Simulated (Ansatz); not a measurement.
## Step by step: MnHg, atoms shaken at random, then relaxed in the fixed cell

Method: DFT, PBE, all-electron LAPW, scalar-relativistic (Ansatz 0.2.0).

Command: `ansatz run input.yaml --threads 1 --pin off --max-ram 3072MiB --backend cpu --events-out ev --progress --plain --runs-dir out` The run took about 410 s on 1 thread of a shared machine.

```yaml
crystal:
  lattice:
    - [3.288, 0.0, 0.0]
    - [0.0, 3.288, 0.0]
    - [0.0, 0.0, 3.313]
  atoms:
    - { symbol: Mn, position: [0.49983528, 0.48546874, 0.49634628], spin: 4.0 }
    - { symbol: Hg, position: [-0.01316265, -0.02013918, 0.01979416] }
magnetization:
  spin_polarized: true
kpoints:
  mp_grid: { grid: [7, 7, 7] }
scf:
  occupations: { method: fermi_dirac, width: 0.05 }
hamiltonian:
  xc: pbe
  pseudopotentials: { kind: all_electron, lapw: { basis_error: 0.001 } }
output:
  forces: true
  stress: true
relax:
  f_tol: 0.01
  max_steps: 80
```

No spin–orbit coupling, which matters for the heavy atoms here.

The run is spin-polarised from parallel moments and ends with 3.91 μB in the cell; other orders may lie lower.

The cell comes from COD entry 1522568, which wasn't checked; take it as a given geometry. The listed cell was then made from it by scaling, straining or moving an atom.

Each frame lists Cartesian positions (Å) and forces (eV/Å). Free energies count from the first step, -565357.3009 eV.

Step 1: E = 0.0 meV

```
Mn    1.6435    1.5962    1.6444    -0.154  -0.067   0.280
Hg   -0.0433   -0.0662    0.0656     0.154   0.067  -0.280
```

Step 2: E = -14.4 meV

```
Mn    1.6199    1.5862    1.6887     0.015   0.006  -0.039
Hg   -0.0197   -0.0562    0.0212    -0.015  -0.006   0.039
```

Problem. How does the relaxation end?

Solution. It converges, with a = 3.288 Å, b = 3.288 Å, c = 3.313 Å, α = 90.00°, β = 90.00°, γ = 90.00° (conventional cell, space group P4/mmm). The last solve (at the final positions) gives E = -14.7 meV:
```
Mn    1.6221    1.5870    1.6832     0.000   0.000   0.000
Hg   -0.0219   -0.0570    0.0267     0.000   0.000   0.000
```
